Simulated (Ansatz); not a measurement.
MgTe:
```
CELL_PARAMETERS angstrom
      4.60877     0.00000     0.00000
     -2.30439     3.99132     0.00000
      0.00000     0.00000     7.49918
ATOMIC_POSITIONS crystal
  Mg 0.66667 0.33333 0.00084
  Mg 0.33333 0.66667 0.50084
  Te 0.66667 0.33333 0.62436
  Te 0.33333 0.66667 0.12436
```

Relaxed with PBE. Special points in fractions of this cell's reciprocal vectors: Γ (0.000, 0.000, 0.000); M (0.500, 0.000, 0.000); K (0.333, 0.333, 0.000); A (0.000, 0.000, 0.500); L (0.500, 0.000, 0.500); H (0.333, 0.333, 0.500).

### Question
List the band energies nearest the valence-band maximum at these points for plane-wave PAW PBE with spin–orbit coupling (Ansatz code).

### Answer
In eV from the valence-band maximum; about four levels below and three above (degenerate sets whole), none deeper than 8.9 eV; points with the same levels are listed once.

```csv
k,below,above
Γ,-0.01 -0.01 0.00 0.00,2.11 2.11 2.67 2.67
M,-1.29 -1.29 -0.62 -0.62,2.92 2.92 3.58 3.58
K,-1.72 -1.72 -1.48 -1.40 -1.40,3.33 3.33 5.00
A,-0.27 -0.27 -0.27 -0.27,3.13 3.13 3.13 3.13
L,-0.90 -0.90 -0.90 -0.90,2.96 2.96 2.96 2.96
H,-0.92 -0.92 -0.78 -0.78,3.59 3.59 3.61 3.61
```

Space group P6_3mc (wurtzite). The PBE relaxation kept the symmetry of its start; of distortions, only those at the zone centre were tested.

Potentials: the later of the program's two PAW sets.
